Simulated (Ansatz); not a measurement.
**Structure relaxation, SiRu3**

The start is a relaxed SiRu3 cell shaken by Gaussian noise of σ = 0.08 Å a coordinate. A full variable-cell relaxation at zero pressure is run with r2SCAN (plane waves to 500 eV, PAW, scalar-relativistic; Ansatz, a program for electronic structure). The first steps use a coarse 5×5×5 k-mesh.

Starting cell:
```
CELL_PARAMETERS angstrom
      4.76073     0.00000     0.00000
      0.00000     4.76073     0.00000
      0.00000     0.00000     4.76073
ATOMIC_POSITIONS crystal
  Ru 0.28200 0.01578 0.46805
  Ru 0.76186 0.98003 0.54898
  Ru 0.03408 0.50031 0.23484
  Ru 0.00374 0.50085 0.76960
  Ru 0.47976 0.22606 0.00206
  Ru 0.46252 0.77171 0.00441
  Si 0.98678 0.96091 0.01514
  Si 0.49854 0.51426 0.50835
```

How does the volume per atom move from start to end?

-2.4 %, from 13.49 to 13.16 Å³/atom.

Does it find its way back to the structure it was made from?

It does not go back: it reaches Cmcm (No. 63), 0.47 eV/atom below the parent.

Is the relaxed structure metallic? Give its gap.

No gap (metallic).

Write out the relaxed structure.


```cif
data_Ru12Si4
_chemical_formula_sum 'Ru12 Si4'
_space_group_name_H-M_alt 'Cmcm'
_space_group_IT_number 63
_space_group_name_Hall '-C 2c 2'
_cell_length_a 6.58983
_cell_length_b 8.11209
_cell_length_c 3.93868
_cell_angle_alpha 90.000
_cell_angle_beta 90.000
_cell_angle_gamma 90.000
loop_
_atom_site_label
_atom_site_type_symbol
_atom_site_symmetry_multiplicity
_atom_site_Wyckoff_symbol
_atom_site_fract_x
_atom_site_fract_y
_atom_site_fract_z
_atom_site_occupancy
Ru1 Ru 8 g 0.21523 0.11441 0.25000 1
Ru2 Ru 4 c 0.00000 0.40292 0.25000 1
Si1 Si 4 c 0.00000 0.17359 0.75000 1
```
(The calculation used a cell of 8 atoms; values per cell refer to that cell.)

Final values are on a 9×9×12 k-mesh of the relaxed cell. The start holds a very short contact (Ru–Ru 2.16 Å). No spin polarisation in the result.

The relaxed structure here is a generated cell of SiRu3: the first start was made by placing the elements on the sites of a structure type, and the end was not matched to a known phase here, so it may be hypothetical.
